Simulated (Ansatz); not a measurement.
HfSO in space group P2_13 (No. 198; Hf on 4a, S on 4a, O on 4a), PBEsol in the plane-wave PAW code Ansatz, all energies at zero smearing, with the estimated change up to a 700 eV cutoff added, with one set of potentials and settings (totals compare only within such a set). Cell of 12 atoms (4 Hf, 4 S, 4 O): -68199.130 eV.

```
element                            reference phase  E (eV/atom)
-------  -----------------------------------------  -----------
Hf                   P6_3/mmc, 2 atoms in the cell  -15598.8041
S                       Fddd, 32 atoms in the cell    -884.8925
O        C2/m, 4 atoms in the cell, spin-polarised    -558.3609
```

Formation energy per atom, worked out: (-68199.130 − 4×(-15598.8041) − 4×(-884.8925) − 4×(-558.3609))/12 = -2.575 eV/atom (-248 kJ per mol of atoms), at 0 K, without zero-point energy or fitted corrections.

The first step of the workflow began from a Materials Project structure, measured or hypothetical; the Crystallography Open Database copy checked does not list it. Its standing as an ambient phase is unchecked. Symmetry was held in the PBEsol relaxation; its stability against distortions is not shown here. The run is not spin-polarised. The references are the lowest solids computed at this level, not always the standard phases (solids in place of the gases). Scalar-relativistic: spin–orbit coupling is off unless named, which matters more the heavier the elements.

Potentials: the earlier of the program's two PAW sets. The files were generated under PBE; for other functionals the program regenerates the frozen cores, and for LDA and PBEsol the local potential too.
